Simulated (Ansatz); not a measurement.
**Phonons of PdTe**

Level of theory: DFT, PBEsol, scalar-relativistic, collinear spin; plane waves to 420 eV with PAW datasets (Ansatz 0.2.0), Gaussian smearing of 0.15 eV. The datasets are Ansatz's generated set soft_2.

```cif
data_structure
_symmetry_space_group_name_H-M 'P 1'
_symmetry_Int_Tables_number 1
_cell_length_a 4.1588
_cell_length_b 4.1588
_cell_length_c 5.6098
_cell_angle_alpha 90.000
_cell_angle_beta 90.000
_cell_angle_gamma 120.000
_cell_volume 84.02
loop_
_atom_site_label
_atom_site_type_symbol
_atom_site_fract_x
_atom_site_fract_y
_atom_site_fract_z
_atom_site_occupancy
Te1 Te 0.33333 0.66667 0.25000 1
Te2 Te 0.66667 0.33333 0.75000 1
Pd1 Pd 0.00000 0.00000 0.00000 1
Pd2 Pd 0.00000 0.00000 0.50000 1
```

The chain of runs began from a cell as deposited in COD, expanded in volume.

Moments typed, the run going on from the state of an earlier one (μB, in the order of the atoms): 0.0, 0.0, 0.05, 0.05.

The moments died out.

Force constants come from finite displacements in a 2×2×2 supercell (the unit cell's 10×10×6 k-mesh, folded to it); the long-range dipole term is not included. Points in reciprocal vectors of this cell: Γ = (0.000, 0.000, 0.000), M = (0.500, 0.000, 0.000), K = (0.333, 0.333, 0.000), A = (0.000, 0.000, 0.500), L = (0.500, 0.000, 0.500), H = (0.333, 0.333, 0.500).

Frequencies at the named points (cm⁻¹, imaginary ones negative):
```tsv
point	ω (cm⁻¹)
Γ	0 0 0 78 78 103 103 116 127 133 133 185
M	32 59 77 89 98 99 99 120 121 141 150 196
K	74 74 76 78 78 93 112 112 141 142 142 196
A	49 49 49 49 103 103 133 133 133 133 150 150
L	65 65 68 68 105 105 123 123 126 126 165 165
H	72 72 88 88 98 98 100 100 143 143 160 160
```

Q: Is the structure dynamically stable along this path, and where does the spectrum end?

A: Yes: no branch is imaginary beyond numerical noise. The highest frequency is 196 cm⁻¹, at K. Points that don't fit the supercell are interpolated.

Q: What does the harmonic approximation give for the vibrational free energy, entropy and heat capacity?

A: Zero-point energy 19.7 meV/atom.
```json
{"T (K)": "100", "F_vib (meV/atom)": "11.6", "S (J/K per mole of atoms)": "18.9", "C_V (J/K per mole of atoms)": "20.4"}
{"T (K)": "200", "F_vib (meV/atom)": "-16.7", "S (J/K per mole of atoms)": "34.3", "C_V (J/K per mole of atoms)": "23.6"}
{"T (K)": "300", "F_vib (meV/atom)": "-57.6", "S (J/K per mole of atoms)": "44.1", "C_V (J/K per mole of atoms)": "24.3"}
{"T (K)": "400", "F_vib (meV/atom)": "-107.2", "S (J/K per mole of atoms)": "51.1", "C_V (J/K per mole of atoms)": "24.6"}
{"T (K)": "500", "F_vib (meV/atom)": "-163.1", "S (J/K per mole of atoms)": "56.6", "C_V (J/K per mole of atoms)": "24.7"}
{"T (K)": "600", "F_vib (meV/atom)": "-224.2", "S (J/K per mole of atoms)": "61.1", "C_V (J/K per mole of atoms)": "24.8"}
{"T (K)": "700", "F_vib (meV/atom)": "-289.6", "S (J/K per mole of atoms)": "65.0", "C_V (J/K per mole of atoms)": "24.8"}
{"T (K)": "800", "F_vib (meV/atom)": "-358.7", "S (J/K per mole of atoms)": "68.3", "C_V (J/K per mole of atoms)": "24.9"}
{"T (K)": "900", "F_vib (meV/atom)": "-431.0", "S (J/K per mole of atoms)": "71.2", "C_V (J/K per mole of atoms)": "24.9"}
{"T (K)": "1000", "F_vib (meV/atom)": "-506.2", "S (J/K per mole of atoms)": "73.8", "C_V (J/K per mole of atoms)": "24.9"}
```

The highest mode, 196 cm⁻¹, is worth 280 K. At 300 K the heat capacity has reached 98 % of the classical limit 3R = 24.9 J/K per mole of atoms, since all modes lie under k_BT.

The crystal is a metal or nearly so; low and unstable modes depend on mesh and smearing.

Run time: 14 min on 4 threads of Intel(R) Xeon(R) Platinum 8175M CPU @ 2.50GHz (Skylake/Cascade Lake), on a shared host, peak memory 5.8 GiB.

Scalar-relativistic only: spin–orbit splittings of the heavy atoms' levels are missing.
